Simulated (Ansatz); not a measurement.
Zn (hcp, Mg type), conventional cell a = 2.6468 Å, b = 2.6468 Å, c = 4.6794 Å, α = 90.00°, β = 90.00°, γ = 120.00°. The calculation uses the primitive cell of 2 atoms, to which meshes and values per cell refer.

Two coordinates are scanned: the volume, and the ratio of the stretch along z (the conventional c axis) to the stretch across it. Atoms keep their fractional coordinates.

Computed with r2SCAN (plane waves to 500 eV, PAW, scalar-relativistic; Ansatz, a first-principles code). k mesh 20×20×10 (Γ-centred), Fermi-Dirac smearing 0.05 eV. Stress and pressure are positive under compression. With partly filled bands, the response to shear is sensitive to the k mesh, so small differences along c/a are uncertain. Zn was relaxed with its symmetry unable to fall. 

Question: Estimate the P (GPa) for all points of the grid V/V₀ = 0.960, 0.973, 0.987, 1.000, 1.013, 1.027, 1.040 by (c/a)/(c/a)₀ = 0.920, 0.947, 0.973, 1.000, 1.027, 1.053, 1.080.

Answer: P (GPa), with V/V₀ across and (c/a)/(c/a)₀ down:

```
(c/a)/(c/a)₀ \ V/V₀  0.960  0.973  0.987  1.000  1.013  1.027  1.040
-------------------  -----  -----  -----  -----  -----  -----  -----
0.920                  3.6    2.1    0.8   -0.5   -1.6   -2.7   -3.6
0.947                  3.6    2.1    0.8   -0.5   -1.6   -2.7   -3.7
0.973                  3.8    2.3    0.9   -0.4   -1.6   -2.6   -3.6
1.000                  4.3    2.7    1.3    0.0   -1.2   -2.3   -3.3
1.027                  5.0    3.4    2.0    0.7   -0.6   -1.7   -2.7
1.053                  5.9    4.3    2.8    1.4    0.2   -1.0   -2.1
1.080                  6.8    5.1    3.6    2.2    0.9   -0.3   -1.4
```

(Under strain, the slope of the energy per volume gives the stress and its curvature an elastic modulus.)
